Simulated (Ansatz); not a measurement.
TiAl3 (Cu3Au type, space group No. 221) under volume change, plane-wave PAW r²SCAN (Ansatz code), scaled uniformly.

```csv
V (Å³/atom),E − E(relaxed) (meV/atom),P (GPa)
14.076,[?],[?]
14.540,22.3,8.11
15.004,5.3,3.75
15.468,0.0,0.00
15.932,4.8,-3.23
16.396,[?],[?]
16.860,39.2,-8.40
```

Question: Some entries are withheld; supply them.

Answer: 
- 14.076, E − E(relaxed) (meV/atom): 53.0
- 14.076, P (GPa): 13.17
- 16.396, E − E(relaxed) (meV/atom): 18.3
- 16.396, P (GPa): -6.01

Question: What does a third-order Birch–Murnaghan fit give for V₀, B₀ and B′?

Answer: V₀ = 15.47 Å³/atom, B₀ = 116 GPa, B′ = 4.0.

Space group Pm-3m (Cu3Au type). The first step of the workflow began from a Materials Project structure, measured or hypothetical; the Crystallography Open Database copy checked does not list it. With Ti and Al taken as one species the cell has the higher symmetry Fm-3m, so it may be an ordered model of a mixed-site phase. Whether it is the stable phase at ambient conditions was not checked. The cell was relaxed with r²SCAN under the symmetry of its start; of distortions, only those at the zone centre were tested. No spin polarisation was allowed.

Potentials: the earlier of the program's two PAW sets.
